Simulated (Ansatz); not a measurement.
The start is a generated trial cell of Ti in the AFLOW prototype A_hR1_166_a (A_i). Cell shape, volume and atoms are optimised at zero target pressure with PBEsol (plane waves to 420 eV, PAW, scalar-relativistic; Ansatz, a quantum-chemistry and plane-wave program). First-step values are on the input's coarse k-mesh.

Ansatz input (later rounds restart from its end on a renewed k-mesh):
Ansatz 0.2 input:
```yaml
crystal:
  lattice:
    - [1.9912537, 1.1496508, 1.2852082]
    - [-1.9912537, 1.1496508, 1.2852082]
    - [0, -2.2993017, 1.2852082]
  atoms:
    - { symbol: Ti, position: [0, 0, 0] }
basis: { ecutwfc: 420, ecutrho_ratio: 4, xc_grid: 2, fft_grid_basis: typed }
kpoints: { mp_grid: { grid: [13, 13, 13] } }
hamiltonian:
  xc: pbesol
  dispersion: none
  pseudopotentials: { azcp: { folder: ./paw }, kind: paw }
scf: { occupations: { method: fermi_dirac, width: 0.05 } }
relax: { f_tol: 0.01, max_steps: 100, cell: { stress_tol: 0.02 } }
output: { forces: true, stress: true }
```

### Question
What pressure does the first self-consistent step give?

### Answer
-3.0 GPa (negative: the cell is under tension).

### Question
How much energy is released per atom?

### Answer
0.51 eV/atom.

### Question
How does the volume change?

### Answer
-6.4 %, from 17.65 to 16.53 Å³/atom.

### Question
What does it relax into? Give the structure.

### Answer

```cif
data_Ti2
_chemical_formula_sum 'Ti2'
_space_group_name_H-M_alt 'Im-3m'
_space_group_IT_number 229
_space_group_name_Hall '-I 4 2 3'
_cell_length_a 3.20952
_cell_length_b 3.20952
_cell_length_c 3.20952
_cell_angle_alpha 90.000
_cell_angle_beta 90.000
_cell_angle_gamma 90.000
loop_
_atom_site_label
_atom_site_type_symbol
_atom_site_symmetry_multiplicity
_atom_site_Wyckoff_symbol
_atom_site_fract_x
_atom_site_fract_y
_atom_site_fract_z
_atom_site_occupancy
Ti1 Ti 2 a 0.00000 0.00000 0.00000 1
```
(The calculation used a cell of 1 atom; values per cell refer to that cell.)

Final values are on a 20×20×20 k-mesh of the relaxed cell. No spin polarisation in the result.

The run could not lose the symmetry of its start.
